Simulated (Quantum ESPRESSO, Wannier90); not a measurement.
Wannier functions of ZnCdSe$_{2}$ (P3m1)

```
ZnCdSe2
1.0
    4.22497     0.00000     0.00000
   -2.11248     3.65893     0.00000
    0.00000     0.00000     6.92533
Zn Cd Se
1 1 2
Direct
  0.00000   0.00000   0.00013
  0.66667   0.33333   0.49714
  0.66667   0.33333   0.10854
  0.00000   0.00000   0.64220
```

Materials Project entry mp-1215451; symmetrised, unrelaxed at this level. Not found in the COD (Crystallography Open Database) copy used; not checked further. Level: PBEsol, no spin polarisation, no spin-orbit coupling; pw.x of Quantum ESPRESSO at 82 Ry with PseudoDojo potentials, 6×6×4 k-points, Wannier90. Density: 12×12×6 mesh, Gaussian smearing 0.01 Ry. Spin-orbit coupling, left out, would split the p-like bands by a few tenths of an eV.

Base run: 16 functions from bands 19-20,31-58 of the 58 computed, start hydrogen-like Zn: s;p; Cd: s;p; Se: s;p, centres 0.05 Å off the atoms, frozen window up to 2.05 eV relative to the valence-band maximum, outer window open. Bands 21–25 (Cd 4d 95 %), 26–30 (Zn 3d 96 %) lie between the kept ones and are excluded. One setting was then changed (edges relative to the valence-band maximum; misfit to pw.x on a path, for states up to 1.5 eV relative to the valence-band maximum).

```
run      Ω_I (Å²)  rms misfit (meV)  worst (meV)
-------  --------  ----------------  -----------
base        24.60               1.6          7.7
changed     28.47               2.0          9.8
```

### Question
Which change was made?
A) frozen window to -0.95 eV
B) frozen window to 0.05 eV
C) outer window to 14.88 eV
D) frozen window to 6.05 eV
E) no frozen window

### Answer
C, outer window to 14.88 eV. The others give:

```
run                        Ω_I (Å²)  rms misfit (meV)  worst (meV)
-------------------------  --------  ----------------  -----------
frozen window to -0.95 eV     24.49                16          119
frozen window to 6.05 eV      32.04               3.7           20
frozen window to 0.05 eV      24.57               7.4           94
no frozen window              23.84               122          371
```
